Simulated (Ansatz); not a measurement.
Given:

Relaxed ZnS (zinc blende):

```
CELL_PARAMETERS angstrom
      0.00000     2.69456     2.69456
      2.69456     0.00000     2.69456
      2.69456     2.69456     0.00000
ATOMIC_POSITIONS crystal
  S  0.75000 0.75000 0.75000
  Zn 0.00000 0.00000 0.00000
```

The atoms are displaced by Q × the pattern below (from a DFPT mode at Γ, largest move 1; Q in Å), at fixed cell. It is one choice among 3 degenerate patterns.

```tsv
atom	x	y	z
S1	0.000	0.000	-1.000
Zn2	0.000	0.000	0.490
```

All values below come from r2SCAN (plane waves to 500 eV, PAW, scalar-relativistic; Ansatz, an electronic-structure program). k mesh 11×11×11 (Γ-centred), Fermi-Dirac smearing 0.05 eV. The energy includes the smearing's −TS. ZnS was relaxed with its symmetry unable to fall. ΔE is measured from the undisplaced structure.

The scan covers Q from -0.100 to 0.100 Å in 13 points.

Question: Which space group does the distorted structure have?

Answer: Imm2 (No. 44), lowered from F-43m.

Question: Is the energy the same for equal positive and negative displacements?

Answer: Even: the same for both signs.

Question: What is the energy change at Q = 0.100 Å?

Answer: 65.1 meV/cell.

Question: What harmonic wavenumber does the curvature at Q = 0 give?

Answer: 273 cm⁻¹.

(For displaced atoms, the force is minus the slope of the energy, and its curvature is a force constant, which sets phonon frequencies.)
